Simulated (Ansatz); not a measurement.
# Data sheet: Li₄Nb₆NiO₁₈ (DFT)

Li$_{4}$Nb$_{6}$NiO$_{18}$:
```yaml
crystal:
  lattice:
    - [5.14283, 0.00000, 0.00000]
    - [-2.57142, 4.45382, 0.00000]
    - [0.00000, 0.00000, 13.91867]
  atoms:
    - { symbol: Li, position: [0.66667, 0.33333, 0.55617] }
    - { symbol: Li, position: [0.33333, 0.66667, 0.38949] }
    - { symbol: Li, position: [0.33333, 0.66667, 0.88147] }
    - { symbol: Li, position: [0.00000, 0.00000, 0.72062] }
    - { symbol: Nb, position: [0.33333, 0.66667, 0.16654] }
    - { symbol: Nb, position: [0.66667, 0.33333, 0.33780] }
    - { symbol: Nb, position: [0.00000, 0.00000, 0.50270] }
    - { symbol: Nb, position: [0.33333, 0.66667, 0.66832] }
    - { symbol: Nb, position: [0.66667, 0.33333, 0.83583] }
    - { symbol: Nb, position: [0.00000, 0.00000, 0.99392] }
    - { symbol: Ni, position: [0.00000, 0.00000, 0.20704] }
    - { symbol: O, position: [0.05199, 0.73640, 0.10687] }
    - { symbol: O, position: [0.68441, 0.94801, 0.10687] }
    - { symbol: O, position: [0.00770, 0.36466, 0.27302] }
    - { symbol: O, position: [0.26360, 0.31559, 0.10687] }
    - { symbol: O, position: [0.35696, 0.99230, 0.27302] }
    - { symbol: O, position: [0.63534, 0.64304, 0.27302] }
    - { symbol: O, position: [0.70183, 0.04551, 0.43726] }
    - { symbol: O, position: [0.34368, 0.29817, 0.43726] }
    - { symbol: O, position: [0.67649, 0.71268, 0.60259] }
    - { symbol: O, position: [0.95449, 0.65632, 0.43726] }
    - { symbol: O, position: [0.03619, 0.32351, 0.60259] }
    - { symbol: O, position: [0.28732, 0.96381, 0.60259] }
    - { symbol: O, position: [0.37236, 0.38018, 0.76807] }
    - { symbol: O, position: [0.00782, 0.62764, 0.76807] }
    - { symbol: O, position: [0.33426, 0.03294, 0.93101] }
    - { symbol: O, position: [0.61982, 0.99218, 0.76807] }
    - { symbol: O, position: [0.69869, 0.66574, 0.93101] }
    - { symbol: O, position: [0.96706, 0.30131, 0.93101] }
```
The run is spin-polarised; directions of the spins, atom by atom: 0 0 0 0 0 0 0 0 0 0 ↑ 0 0 0 0 0 0 0 0 0 0 0 0 0 0 0 0 0 0.

Space group P3 (No. 143); conventional cell a = 5.143 Å, b = 5.143 Å, c = 13.919 Å, α = 90.00°, β = 90.00°, γ = 120.00°.

Method: r²SCAN (plane waves, PAW; program Ansatz). Structure relaxed to zero pressure with the same functional. Other levels are named where they apply.

### Cell and energy

- Volume per atom = 10.99 Å³
- Density = 4.85 g/cm³
- Formation energy from the elements (no fitted shifts) = -2.67 eV/atom

### Electronic structure

* **Band gap**: 2.65 eV (smallest direct gap 2.67 eV)
* **Valence-band maximum**: at L
* **Conduction-band minimum**: on the K–H2 line, 33 % of the way from K (k = 0.333, 0.333, -0.167 in fractions of the reciprocal vectors) (2 equivalent valleys)
* **Electron effective mass**: 1.7, 1.7, 11 mₑ (principal values)

### Magnetism

Magnetic order: ferromagnetic
Net moment: 0.07 μB per atom

### Charges

- Bader charges = Li +0.90 to +0.91, Nb +2.84 to +2.90, Ni +1.32, O -1.26 to -1.16 e

The start of the workflow was typed in or built on a structure type; neither database checked (COD, Materials Project) lists it. Its standing as an ambient phase is unchecked. The r²SCAN relaxation kept the symmetry of its start; whether a distortion lowers the energy is not shown. The final state is ferromagnetic, the only order run, not a proven ground state. Other orbital occupations within this spin state were not tried. No Hubbard U is applied. The references are the lowest solids computed at this level, not always the standard phases (solids in place of the gases). Scalar-relativistic: spin–orbit coupling is off unless named, which matters more the heavier the elements.

Potentials: the later of the program's two PAW sets.
